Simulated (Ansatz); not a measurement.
CsPbCl3:
Space group Pm-3m (No. 221); a = b = c = 5.7334 Å, α = β = γ = 90.00°

```tsv
atom	site	symmetry	x	y	z
Cs	1a	m-3m	0.0000	0.0000	0.0000
Pb	1b	m-3m	0.5000	0.5000	0.5000
Cl	3c	4/mm.m	0.0000	0.5000	0.5000
```

Relaxed with PBE.

Give the optical modes at the zone centre with their infrared and Raman activity from DFPT, DFT-PBE in the program Ansatz with PAW potentials.

Transverse frequencies, without the LO–TO term; a row sums one degenerate level.

```csv
ω (cm⁻¹),degeneracy,IR ((D/Å)²/amu),Raman (Å⁴/amu),activity,symmetry
9i,3,2.43,0,IR,T1u
33,3,0.00,0,silent,T2u
58,3,3.44,0,IR,T1u
113,3,28.76,0,IR,T1u
```

How high does the top mode go among those that the LO–TO term moves?

216 cm⁻¹ for q along x.

This is a known high-temperature phase of the composition, computed here at zero pressure and temperature. The PBE relaxation kept the symmetry of its start; phonons on a q-mesh show weakly imaginary modes. Spin–orbit coupling is left out wherever it is not named.

Potentials: the later of the program's two PAW sets.
